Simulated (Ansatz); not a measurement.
Li3Al: do energies and stresses tell the same story?

Theory: Ansatz, DFT r2SCAN, scalar-relativistic, plane waves, PAW.

Plane waves to 500 eV, a k mesh through Γ of 16×16×16 on the computed 4-atom cell and Gaussian smearing (0.10 eV); no spin polarisation.

Relaxed cell: I4/mmm, a = 4.020 Å, b = 4.020 Å, c = 8.461 Å, α = 90.00°, β = 90.00°, γ = 90.00°, 4 atoms in the primitive cell. Whether it is the stable form of this composition wasn't checked.

Energies at zero smearing and pressures from the stress tensor, at volumes with shape and atoms relaxed:
```tsv
V (Å³/atom)	E − E(first) (meV/atom)	P (GPa)
16.065	0.00	1.83
16.577	-4.24	0.85
17.090	-5.55	0.00
17.603	-4.33	-0.74
18.115	-0.90	-1.38
```

Question: Check P = −dE/dV between neighbouring volumes, and get the bulk modulus from the pressures alone.

Answer: With 1 eV/Å³ = 160.2 GPa:
| middle V (Å³/atom) | −ΔE/ΔV (GPa) | mean P (GPa) |
| --- | --- | --- |
| 16.321 | 1.324 | 1.340 |
| 16.834 | 0.411 | 0.425 |
| 17.346 | -0.382 | -0.370 |
| 17.859 | -1.071 | -1.060 |

The two differ by 0.02 GPa at most. The mean of two end pressures misses the average over a step by about ΔV² P″/12, up to 0.01 GPa here; with that taken off 0.00 GPa remains. Around V = 17.090 Å³/atom, the two neighbours give B = −V ΔP/ΔV = 17.090 × 1.59 / 1.025 = 26.5 GPa, against B0 = 26.4 GPa from the Birch–Murnaghan fit of the energies.